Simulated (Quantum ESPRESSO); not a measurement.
**Band energies of BP**

```
CELL_PARAMETERS angstrom
      0.00000     2.26036     2.26036
      2.26036     0.00000     2.26036
      2.26036     2.26036     0.00000
ATOMIC_POSITIONS crystal
  B  0.00000 0.00000 0.00000
  P  0.75000 0.75000 0.75000
```

norm-conserving PBEsol (Quantum ESPRESSO, 76 Ry, scalar-relativistic); path ΓXWKΓLUWLK,UX; energies in eV from the valence-band maximum.

```csv
k (1/Å),point,band 1,band 2,band 3,band 4,band 5,band 6,band 7
0.00,Γ,-15.60,0.00,0.00,0.00,3.38,3.38,3.38
0.43,,-15.02,-1.68,-1.59,-1.59,2.48,5.59,5.59
0.96,,-12.78,-5.92,-3.64,-3.64,1.23,2.96,9.91
1.39,X,-10.66,-8.65,-4.18,-4.18,1.21,1.51,12.14
1.97,,-10.39,-8.15,-5.70,-5.52,4.70,5.59,8.05
2.08,W,-10.37,-8.10,-5.80,-5.60,5.23,6.66,7.25
2.58,K,-10.66,-8.22,-6.37,-3.56,2.03,5.93,9.74
3.00,,-12.36,-6.89,-5.67,-2.22,3.51,6.80,7.94
3.52,,-14.73,-3.36,-2.58,-0.52,4.24,4.52,5.23
4.05,Γ,-15.60,0.00,0.00,0.00,3.38,3.38,3.38
4.45,,-15.09,-2.87,-0.68,-0.68,4.01,4.29,4.29
4.95,,-13.19,-7.67,-1.61,-1.61,3.85,4.77,4.77
5.25,L,-12.21,-9.17,-1.78,-1.78,3.79,4.65,4.65
5.36,,-12.17,-9.14,-2.01,-1.85,3.90,4.67,4.79
5.89,,-11.13,-8.26,-5.85,-3.15,2.49,7.66,8.30
6.11,U,-10.66,-8.22,-6.37,-3.56,2.03,5.93,9.74
6.40,,-10.50,-8.14,-6.13,-4.80,3.92,6.08,8.23
6.60,W,-10.37,-8.10,-5.80,-5.60,5.23,6.66,7.25
6.79,,-10.69,-8.04,-6.02,-4.78,4.80,6.16,7.76
7.28,,-11.96,-8.94,-3.15,-2.31,4.01,4.76,6.14
7.58,L,-12.21,-9.17,-1.78,-1.78,3.79,4.65,4.65
7.75,,-12.12,-9.09,-2.33,-1.95,3.93,4.82,5.00
8.09,,-11.49,-8.52,-4.94,-2.83,2.89,7.22,7.51
8.43,K,-10.66,-8.22,-6.37,-3.56,2.03,5.93,9.74
8.43,U,-10.66,-8.22,-6.37,-3.56,2.03,5.93,9.74
8.92,X,-10.66,-8.65,-4.18,-4.18,1.21,1.51,12.14
```

The PBEsol gap is indirect, 1.12 eV, from Γ to 85 % of the way from Γ to X; the smallest direct gap is 3.38 eV.

Geometry relaxed with PBEsol.
